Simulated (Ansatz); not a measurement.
The start is a generated cell, Pb placed in the hcp structure type. The structure is fully relaxed (lattice and positions, P = 0) with r2SCAN (plane waves to 500 eV, PAW, scalar-relativistic; Ansatz, an electronic-structure program). The first steps use a coarse 11×11×6 k-mesh.

Input geometry:
```
Pb
1.0
    3.50692     0.00000     0.00000
   -1.75346     3.03708     0.00000
    0.00000     0.00000     5.69381
Pb
2
Direct
  0.33333   0.66667   0.25000
  0.66667   0.33333   0.75000
```

```yaml
outcome: The space group stays P6₃/mmc (No. 194) (the run could not lower it); the end is hcp (Mg type), with 2 atoms in the primitive cell
band_gap_at_the_end: zero (metallic)
optimiser_moves: 5
```

Final structure:

Space group P6₃/mmc (No. 194); a = b = 3.5136 Å, c = 5.8016 Å, α = β = 90.00°, γ = 120.00°

```
atom  site  symmetry       x       y       z
----  ----  --------  ------  ------  ------
Pb      2c      -6m2  0.3333  0.6667  0.2500
```

Final values are on a 15×15×8 k-mesh of the relaxed cell. No spin polarisation in the result.

The run could not lose the symmetry of its start; a randomly shaken copy of 4 atoms returns to this structure.

All atoms sit on sites fixed by symmetry, so only the cell could relax.

The relaxed structure has the type that Pb is known to take under pressure; here it was relaxed at zero pressure, from a generated start.
